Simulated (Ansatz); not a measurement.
A trial cell of CsMgPdC₆N₆, before relaxation:

```cif
data_structure
_symmetry_space_group_name_H-M 'F-43m'
_symmetry_Int_Tables_number 216
_cell_length_a 10.3600
_cell_length_b 10.3600
_cell_length_c 10.3600
_cell_angle_alpha 90.000
_cell_angle_beta 90.000
_cell_angle_gamma 90.000
_cell_volume 1111.93
loop_
_atom_site_label
_atom_site_type_symbol
_atom_site_symmetry_multiplicity
_atom_site_Wyckoff_symbol
_atom_site_fract_x
_atom_site_fract_y
_atom_site_fract_z
_atom_site_occupancy
Cs1 Cs 4 c 0.25000 0.25000 0.25000 1
Mg1 Mg 4 a 0.00000 0.00000 0.00000 1
Pd1 Pd 4 b 0.50000 0.00000 0.00000 1
C1 C 24 f 0.19112 0.00000 0.00000 1
N1 N 24 f 0.30405 0.00000 0.00000 1
```

Theory: Ansatz 0.2.0, DFT PBE, scalar-relativistic, plane waves, PAW. Cutoff 420 eV, Gaussian smearing, Γ-centred meshes. Cell and atoms relax first on a coarse mesh and then on a finer one. In between, the cell is made exact in the group found at 0.06 Å. In metals the finer mesh still leaves noise of several meV/atom or more. The steps can't lower the symmetry of their start. Collinear spin is switched on along the way, since trial moments persisted in a coarse test.

A guess keeps its type if space group and coordination stay and the shape of the cell changes little (axis ratios within about 15 %, angles within 6°); the volume may change.

Problem. Does this structure survive the relaxation?

Solution. It keeps its type. The symmetry stays F-43m (No. 216). The volume per atom grows by 22.4 %, from 18.5 to 22.7 Å³. The shortest distance stays 1.17 Å (C–N). Counting neighbours within 15 % of an atom's shortest distance, the start has C 1, Cs 24, Mg 6, N 1, Pd 6 and the end C 1, Cs 24, Mg 6, N 1, Pd 6.

The last run used collinear spin, a 6×6×6 mesh for its 15-atom cell and Gaussian smearing of 0.10 eV. Another magnetic order may lie lower. A structure relaxed within its symmetry needn't be a true minimum.
